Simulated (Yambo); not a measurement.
Material: NaYS₂ (space group R-3m, No. 166); a = b = c = 6.8378 Å, α = β = γ = 33.12° (4 atoms in the cell). Cell and atoms were relaxed with LDA from Materials Project entry mp-10226, within its symmetry.

With norm-conserving LDA (Quantum ESPRESSO, 88 Ry, without SOC), the gap between the mesh's edge points (Γ → F) is 2.006 eV.

**Question.** What does a G0W0 run in Yambo give for it (4×4×4 Γ-centred k mesh, bands 3 to 129 and a 7 Ry block in the screening, 129 bands in G with the Bruneval-Gonze terminator, plasmon pole fitted at 27.2 eV)?

**Answer.** The correction is 1.678 eV, giving 3.684 eV, 1.8 times the LDA value.  Nearest settings tried, and what they do to the gap: 100 bands in W, 100 bands in G: +5 meV; 3 Ry block (61 vectors against 191): -242 meV; 2×2×2 mesh: +13 meV. So the settings aren't converged at that level.
